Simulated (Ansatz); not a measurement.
## Relaxing SiGe

Computed with DFT r2SCAN, scalar-relativistic, plane waves, PAW in Ansatz. Settings: 500 eV cutoff, 10×6×6 k-mesh, Gaussian smearing of 0.10 eV, no spin polarisation.

What was changed: 4 of 8 Ge sites taken by Si, cell and atoms relaxed.

Command:

```bash
ansatz run input.yaml --threads 1 --pin off --max-ram 2560MiB --backend cpu --events-out ev --progress --plain --runs-dir out
```

Input:

```yaml
crystal:
  lattice:
    - [-1.9569086227, -3.3894651603, 0.0]
    - [0.0, 0.0, -6.4727381728]
    - [5.8707258682, -3.3894651603, 0.0]
  atoms:
    - { symbol: Si, position: [0.0, 0.9369698405, 0.6666666667] }
    - { symbol: Ge, position: [0.5, 0.9369698405, 0.1666666667] }
    - { symbol: Ge, position: [0.0, 0.4369698405, 0.3333333333] }
    - { symbol: Si, position: [0.5, 0.4369698405, 0.8333333333] }
    - { symbol: Si, position: [0.0, 0.5630301595, 0.6666666667] }
    - { symbol: Ge, position: [0.5, 0.5630301595, 0.1666666667] }
    - { symbol: Si, position: [0.0, 0.0630301595, 0.3333333333] }
    - { symbol: Ge, position: [0.5, 0.0630301595, 0.8333333333] }
basis:
  ecutwfc: 500
kpoints:
  mp_grid: { grid: [10, 6, 6] }
hamiltonian:
  xc: r2scan
scf:
  occupations: { method: gaussian, width: 0.1 }
output:
  forces: true
  stress: true
  eigenvalues: true
relax:
  adjacent_minimum: "off"
  f_tol: 0.015
  max_steps: 60
  cell: { stress_tol: 0.15 }
```

F is the free energy. Steps run on the plane waves of an earlier cell, but the last one, and at times one on the way, on a freshly chosen basis, so a repeated geometry can differ a little in energy.

Steps:

| step | F − F(1) (eV) | largest force component (eV/Å) | V (Å³/atom) | P (GPa) |
| --- | --- | --- | --- | --- |
| 1 | 0.0000 | 0.384 | 21.466 | -0.42 |
| 2 | -0.0668 | 0.076 | 21.372 | -0.11 |
| 3 | -0.0680 | 0.014 | 21.347 | 0.00 |
| 4 | -0.0678 | 0.014 | 21.347 | 0.00 |

Relaxed structure:

```
CELL_PARAMETERS angstrom
-1.95328 -3.38317 0.00000
0.00240 -0.00138 -6.46127
5.85921 -3.38282 -0.00290
ATOMIC_POSITIONS crystal
Si 0.00000 0.93420 0.66428
Ge 0.50000 0.93989 0.16942
Ge 0.00000 0.43206 0.33923
Si 0.50000 0.44152 0.82788
Si 0.00000 0.56631 0.66977
Ge 0.50000 0.55983 0.16321
Si 0.00000 0.05933 0.33857
Ge 0.50000 0.06686 0.82764
```

The structure is monoclinic, space group Pm (No. 6). Conventional cell: a = 6.461 Å, b = 3.907 Å, c = 6.766 Å, α = 90.00°, β = 90.05°, γ = 90.00°. Around Si (site symmetry m) lie 2 Si at 2.35 to 2.38 Å and 2 Ge at 2.40 Å. Ge (site symmetry m) has 2 Si at 2.39 Å and 2 Ge at 2.45 to 2.46 Å as nearest neighbours. Ge (site symmetry m) has 2 Si at 2.40 to 2.41 Å and 2 Ge at 2.43 Å as nearest neighbours. Si (site symmetry m) is surrounded by 2 Si at 2.37 Å and 2 Ge at 2.39 to 2.42 Å. Around Si (site symmetry m) lie 3 Si at 2.37 to 2.38 Å and 1 Ge at 2.40 Å. Around Ge (site symmetry m) lie 1 Si at 2.39 Å and 3 Ge at 2.43 to 2.46 Å. Around Si (site symmetry m) lie 1 Si at 2.35 Å and 3 Ge at 2.39 to 2.41 Å. Ge (site symmetry m) has 3 Si at 2.40 to 2.42 Å and 1 Ge at 2.45 Å as nearest neighbours.

The run converged. It took 5.9 min on 1 thread of Intel(R) Xeon(R) 6975P-C (Granite Rapids), with other jobs on the host, peak memory 1.2 GiB.